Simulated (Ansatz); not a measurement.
LiNbO3:
```yaml
crystal:
  lattice:
    - [2.59218, 1.49660, 4.56316]
    - [-2.59218, 1.49660, 4.56316]
    - [0.00000, -2.99319, 4.56316]
  atoms:
    - { symbol: Li, position: [0.75000, 0.75000, 0.75000] }
    - { symbol: Li, position: [0.25000, 0.25000, 0.25000] }
    - { symbol: Nb, position: [0.00000, 0.00000, 0.00000] }
    - { symbol: Nb, position: [0.50000, 0.50000, 0.50000] }
    - { symbol: O, position: [0.62840, 0.87160, 0.25000] }
    - { symbol: O, position: [0.37160, 0.12840, 0.75000] }
    - { symbol: O, position: [0.25000, 0.62840, 0.87160] }
    - { symbol: O, position: [0.75000, 0.37160, 0.12840] }
    - { symbol: O, position: [0.87160, 0.25000, 0.62840] }
    - { symbol: O, position: [0.12840, 0.75000, 0.37160] }
```

Tensor components refer to the Cartesian frame of this cell.

### Question
Give the high-frequency dielectric tensor and the Born effective charge tensors of the independent atoms from DFPT, DFT-r²SCAN in the program Ansatz with PAW potentials.

### Answer

ε∞:
```
5.54  0.00  0.00
0.00  5.54  0.00
0.00  0.00  6.11
```
Z* of atom 1 (Li), rows: field, columns: displacement, in e:
```
1.14  0.00  0.00
0.00  1.14  0.00
0.00  0.00  1.10
```
Z* of atom 3 (Nb), rows: field, columns: displacement, in e:
```
 8.21  -1.97   0.00
 1.97   8.21   0.00
 0.00   0.00   9.04
```
Z* of atom 5 (O), rows: field, columns: displacement, in e:
```
-1.78   0.00   0.00
 0.00  -4.45  -2.30
 0.00  -2.40  -3.38
```

Static charges for comparison (Bader): Li1 +0.91, Nb3 +2.92, O5 -1.28 e. Born charges measure polarisation by displacement and can exceed these by far.

Space group R-3c. The workflow started from a Materials Project entry (that database holds measured and hypothetical structures alike); the Crystallography Open Database files this formula in space group No. 167, but the cells were not matched. It is not the phase usual at ambient conditions (space group No. 161). The cell was relaxed with r²SCAN under the symmetry of its start. At this level the phase is dynamically unstable (imaginary phonons). The run is not spin-polarised. Spin–orbit coupling is left out wherever it is not named.

Potentials: the earlier of the program's two PAW sets.
